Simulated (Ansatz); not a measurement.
Consider the following.

GaAs:
```cif
data_As4Ga4
_chemical_formula_sum 'Ga4 As4'
_space_group_name_H-M_alt 'P 1'
_space_group_IT_number 1
_cell_length_a 6.91572
_cell_length_b 6.91572
_cell_length_c 4.00357
_cell_angle_alpha 90.000
_cell_angle_beta 90.000
_cell_angle_gamma 90.000
loop_
_space_group_symop_operation_xyz
  'x, y, z'
loop_
_atom_site_label
_atom_site_type_symbol
_atom_site_fract_x
_atom_site_fract_y
_atom_site_fract_z
_atom_site_occupancy
Ga1 Ga 0.32404 0.67596 0.00000 1
Ga2 Ga 0.67596 0.32404 0.00000 1
Ga3 Ga 0.82404 0.82404 0.50000 1
Ga4 Ga 0.17596 0.17596 0.50000 1
As1 As 0.31783 0.31783 0.00000 1
As2 As 0.68217 0.68217 0.00000 1
As3 As 0.18217 0.81783 0.50000 1
As4 As 0.81783 0.18217 0.50000 1
```

This is the PBEsol-relaxed structure.

**Question.** All from PBEsol in the plane-wave PAW code Ansatz, unless another level is named. Predict the electron effective mass.

**Answer.** 0.032 mₑ (isotropic).

**Question.** Give the gap with spin–orbit coupling.

**Answer.** 0.38 eV.

**Question.** And the hole effective mass?

**Answer.** 0.13, 0.92, 0.92 mₑ (principal values).

**Question.** Predict the weight of the conduction-edge state by species (Voronoi cells).

**Answer.** Ga 57 %, As 43 %.

**Question.** What about the conduction-band minimum?

**Answer.** at Γ.

**Question.** Predict the valence-band maximum.

**Answer.** on the M–Γ line, 91 % of the way from M.

Space group P4_2/mnm. The start of the workflow was typed in or built on a structure type; neither database checked (COD, Materials Project) lists it. It is not the phase usual at ambient conditions (space group No. 216). Symmetry was held in the PBEsol relaxation; of distortions, only those at the zone centre were tested. The volume moved by 16 % from the start of the relaxation. Spin–orbit coupling is left out wherever it is not named.

Potentials: the later of the program's two PAW sets.
